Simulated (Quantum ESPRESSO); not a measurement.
**Band energies of CO₂**

```
CO2
1.0
    5.06931     0.00000     0.00000
    0.00000     5.06931     0.00000
    0.00000     0.00000     7.23203
C O
4 8
Cartesian
  5.01248   0.05683   5.42402
  2.47783   2.47783   0.00000
  0.05683   5.01248   1.80801
  2.59148   2.59148   3.61601
  3.42173   1.76214   3.56300
  0.77251   0.88708   5.37101
  1.64758   3.30717   7.17902
  4.29680   4.18223   1.75500
  0.88708   0.77251   1.86102
  3.30717   1.64758   0.05301
  4.18223   4.29680   5.47703
  1.76214   3.42173   3.66903
```

PBEsol (pw.x of Quantum ESPRESSO, ONCV potentials, no spin-orbit coupling); path ΓXMΓZRAZ,XR,MA; energies in eV from the valence-band maximum.

```csv
k (1/Å),point,band 28,band 29,band 30,band 31,band 32,band 33,band 34,band 35
0.00,Γ,-0.51,-0.51,-0.24,-0.24,0.00,6.43,7.63,7.63
0.21,,-0.44,-0.43,-0.24,-0.24,-0.04,6.66,7.64,7.64
0.41,,-0.33,-0.32,-0.24,-0.23,-0.18,7.29,7.63,7.64
0.62,X,-0.42,-0.27,-0.27,-0.24,-0.24,7.62,7.62,7.96
1.03,,-0.32,-0.29,-0.29,-0.24,-0.24,7.54,7.54,8.03
1.24,M,-0.30,-0.29,-0.29,-0.23,-0.23,7.53,7.53,8.06
1.41,,-0.29,-0.29,-0.27,-0.25,-0.22,7.53,7.54,8.00
1.59,,-0.33,-0.30,-0.26,-0.21,-0.19,7.55,7.57,7.68
1.94,,-0.48,-0.42,-0.24,-0.24,-0.03,6.60,7.63,7.65
2.12,Γ,-0.51,-0.51,-0.24,-0.24,0.00,6.43,7.63,7.63
2.33,,-0.53,-0.36,-0.29,-0.24,-0.03,6.70,7.59,7.84
2.55,Z,-0.44,-0.41,-0.41,-0.13,-0.13,7.38,7.38,7.84
2.76,,-0.47,-0.41,-0.41,-0.13,-0.13,7.60,7.60,7.84
2.96,,-0.52,-0.38,-0.38,-0.17,-0.17,7.82,7.82,7.95
3.17,R,-0.57,-0.30,-0.30,-0.25,-0.25,7.86,7.86,7.87
3.38,,-0.53,-0.30,-0.30,-0.25,-0.25,7.82,7.82,7.84
3.79,A,-0.42,-0.27,-0.27,-0.27,-0.27,7.82,7.82,7.82
3.94,,-0.43,-0.30,-0.30,-0.24,-0.24,7.79,7.79,7.84
4.08,,-0.45,-0.37,-0.37,-0.19,-0.19,7.76,7.76,7.87
4.37,,-0.47,-0.42,-0.42,-0.14,-0.14,7.75,7.75,7.81
4.52,,-0.45,-0.41,-0.41,-0.13,-0.13,7.49,7.49,7.84
4.67,Z,-0.44,-0.41,-0.41,-0.13,-0.13,7.38,7.38,7.84
4.67,X,-0.42,-0.27,-0.27,-0.24,-0.24,7.62,7.62,7.96
4.96,,-0.48,-0.30,-0.30,-0.25,-0.25,7.73,7.73,8.00
5.10,R,-0.57,-0.30,-0.30,-0.25,-0.25,7.86,7.86,7.87
5.10,M,-0.30,-0.29,-0.29,-0.23,-0.23,7.53,7.53,8.06
5.54,A,-0.42,-0.27,-0.27,-0.27,-0.27,7.82,7.82,7.82
```

The PBEsol gap is direct, 6.43 eV at Γ.

Geometry of the Materials Project entry, not relaxed at this level.

The structure is a Materials Project entry; no match was found in the copy of COD used, and its stability was not checked.

The distance between layers or molecules is the database entry's, not relaxed here. Functionals without dispersion can leave it too large, which widens gaps and weakens the response across layers: the numbers belong to this cell.
